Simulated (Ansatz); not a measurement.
## What DFT gives for ZrTeMo

```yaml
crystal:
  lattice:
    - [3.83560, 0.00000, 0.00000]
    - [0.00000, 3.83560, 0.00000]
    - [0.00000, 0.00000, 8.61258]
  atoms:
    - { symbol: Zr, position: [0.00000, 0.50000, 0.24400] }
    - { symbol: Zr, position: [0.50000, 0.00000, 0.75600] }
    - { symbol: Te, position: [0.00000, 0.50000, 0.62300] }
    - { symbol: Te, position: [0.50000, 0.00000, 0.37700] }
    - { symbol: Mo, position: [0.00000, 0.00000, 0.00000] }
    - { symbol: Mo, position: [0.50000, 0.50000, 0.00000] }
```

Level: PBE, no spin polarisation; 420 eV; 9×9×4 Γ-centred mesh; fermi-dirac occupations (width 0.1 eV); Ansatz 0.2.0, fixed geometry.

**Question.** Is the cell too large or too small?

**Answer.** The pressure is 5.5 GPa (compression positive), so with the atoms held at these fractions the cell would first expand; the forces are large, so a full relaxation may end otherwise. The principal stresses 1.6, 1.6, 13.3 GPa differ, so its shape would change too.

**Question.** Describe some of the short contacts.

**Answer.** Mo–Mo at 2.71 Å: least valence density 0.39 e/Å³ and ELF 0.30 there. Zr–Mo at 2.85 Å: least valence density 0.31 e/Å³ and ELF 0.27 there. Zr–Te at 2.94 Å: least valence density 0.27 e/Å³ and ELF 0.24 there. Both are smooth PAW fields, read partly inside the augmentation spheres.

**Question.** Metal or insulator?

**Answer.** It is a metal, with about 6.1 states/eV a cell as the mean within 0.25 eV of the Fermi level, mostly Mo d (46 %) and Zr d (32 %).

**Question.** Give the Bader charges.

**Answer.** Bader charges in e: Zr +1.23, Te -0.78, Mo -0.45. In the mean Zr gives up most and Te takes most.

Origin: a known structure type with other elements, at an estimated volume, so it need not be a known compound. Caveats: atoms or cell far from equilibrium.
